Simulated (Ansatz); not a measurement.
AgI:
```cif
data_AgI
_chemical_formula_sum 'Ag1 I1'
_space_group_name_H-M_alt 'P 1'
_space_group_IT_number 1
_cell_length_a 3.74115
_cell_length_b 3.74115
_cell_length_c 3.74115
_cell_angle_alpha 90.000
_cell_angle_beta 90.000
_cell_angle_gamma 90.000
loop_
_space_group_symop_operation_xyz
  'x, y, z'
loop_
_atom_site_label
_atom_site_type_symbol
_atom_site_fract_x
_atom_site_fract_y
_atom_site_fract_z
_atom_site_occupancy
Ag1 Ag 0.00000 0.00000 0.00000 1
I1 I 0.50000 0.50000 0.50000 1
```

Relaxed with PBEsol. DFT-PBEsol in the program Ansatz with PAW potentials gives no gap.

### Question
What gap does HSE06 give on the same cell (Ansatz, PAW)?

### Answer
1.03 eV. The hybrid was solved on a coarser mesh and at special points; its gap is the smallest among all of these. On such a mesh it can open a false gap in a semimetal.

```tsv
k	v1 PBEsol	c1 PBEsol	v1 HSE06	c1 HSE06
Γ	-1.45	-0.16	-1.45	1.03
R	-1.25	2.15	?	?
M	-0.31	0.07	?	?
X	0.00	3.50	?	?
```

### Question
Top valence (v1) and lowest conduction level (c1) in eV from each method's valence maximum (which need not be a listed point): supply the withheld HSE06 values.

### Answer

- R, v1 HSE06: -1.55
- R, c1 HSE06: 3.12
- X, v1 HSE06: 0.00
- X, c1 HSE06: 4.64
- M, v1 HSE06: -0.23
- M, c1 HSE06: 1.09

Cost on shared cores: the PBEsol run (SCF on a 11×11×11 mesh, then bands and DOS) roughly 18 core-seconds, the HSE06 run (SCF on 6×6×6, then a few points) about 90 core-seconds (a rough figure); the tasks are unlike.

Space group Pm-3m (CsCl type). The workflow started from a Materials Project entry (that database holds measured and hypothetical structures alike); the Crystallography Open Database copy checked does not list it. It is not the phase usual at ambient conditions (space group No. 186, 216). Symmetry was held in the PBEsol relaxation. At this level the phase is mechanically unstable. The run is not spin-polarised. Its formation energy is positive at this level, so the cell may be metastable or incomplete. Scalar-relativistic: spin–orbit coupling is off unless named, which matters more the heavier the elements.

Potentials: the later of the program's two PAW sets.
